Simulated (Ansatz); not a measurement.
With DFT-PBEsol in the program Ansatz with PAW potentials, AlPt3N in the anti-perovskite structure (Pm-3m) relaxes to a = 4.134 Å. Al has 12 nearest neighbours from 2.92 Å (cuboctahedral); N has 6 nearest neighbours from 2.07 Å (octahedral). Against the elements it lies at 0.31 eV/atom, with no fitted shifts.

Electronic character: metallic (no gap). Gap from PBEsol with spin–orbit coupling: none (metallic).

An equation-of-state fit gives a bulk modulus of 220 GPa. The relaxed-ion elastic constants in GPa are C11 = 312, C12 = 174, C44 = -24.5. The highest mode at Γ lies at 330 cm⁻¹.

The start of the workflow was typed in or built on a structure type; neither database checked (COD, Materials Project) lists it. Its standing as an ambient phase is unchecked. The cell was relaxed with PBEsol under the symmetry of its start. At this level the phase is dynamically unstable (imaginary phonons). The run is not spin-polarised. The volume moved by 18 % from the start of the relaxation. Its formation energy is positive at this level, so the cell may be metastable or incomplete. As this level gives no gap, shear constants depend on the k-mesh and smearing (Fermi–Dirac, 0.1 eV here). As this level gives no gap, phonon frequencies hold no LO–TO term and depend on the k-mesh and smearing (Fermi–Dirac, 0.1 eV here). The references are the lowest solids computed at this level, not always the standard phases (solids in place of the gases). Spin–orbit coupling is left out wherever it is not named.

Potentials: the earlier of the program's two PAW sets. The files were generated under PBE; for other functionals the program regenerates the frozen cores, and for LDA and PBEsol the local potential too.
